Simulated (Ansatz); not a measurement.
The start is a randomly generated symmetric cell of Os (space group No. 136). Cell shape, volume and atoms are optimised at zero target pressure with r2SCAN (plane waves to 500 eV, PAW, scalar-relativistic; Ansatz, a program for electronic structure). First-step values are on the input's coarse k-mesh.

Ansatz input (later rounds restart from its end on a renewed k-mesh):
Ansatz 0.2 input:
```yaml
crystal:
  lattice:
    - [4.0754558, 0, 0]
    - [0, 4.0754558, 0]
    - [0, 0, 3.9777006]
  atoms:
    - { symbol: Os, position: [0.83336076, 0.83336076, 0.5] }
    - { symbol: Os, position: [0.16663924, 0.16663924, 0.5] }
    - { symbol: Os, position: [0.66663924, 0.33336076, 0] }
    - { symbol: Os, position: [0.33336076, 0.66663924, 0] }
basis: { ecutwfc: 500, ecutrho_ratio: 4, xc_grid: 4, fft_grid_basis: typed }
kpoints: { mp_grid: { grid: [8, 8, 8] } }
hamiltonian:
  xc: r2scan
  dispersion: none
  pseudopotentials: { kind: paw }
scf: { occupations: { method: fermi_dirac, width: 0.05 } }
relax: { f_tol: 0.01, max_steps: 100, cell: { stress_tol: 0.02 } }
output: { forces: true, stress: true }
```

Volume change: -14.8 %, from 16.52 to 14.07 Å³/atom
Shortest distances (start → end): The closest pairs of elements (up to four, under 3.6 Å), start → end: Os–Os 1.92 → 2.71 Å
Band gap at the end: no gap (metallic)
Optimiser moves: 11

It ends as:

Space group Fm-3m (No. 225); a = 3.8321 Å, b = 3.8321 Å, c = 3.8321 Å, α = 90.00°, β = 90.00°, γ = 90.00°

```csv
atom,site,symmetry,x,y,z
Os,4a,m-3m,0.0000,0.0000,0.0000
```
(The calculation used a cell of 1 atom; values per cell refer to that cell.)

Final values are on a 21×21×21 k-mesh of the relaxed cell. The start holds a very short contact (Os–Os 1.92 Å). No spin polarisation in the result.

The run could not lose the symmetry of its start; a randomly shaken copy of 2 atoms returns to this structure.

The relaxed structure here is a generated cell of Os: the first start was made by a random draw of sites in a space group, and the end was not matched to a known phase here, so it may be hypothetical. Known forms of Os include space group No. 194.
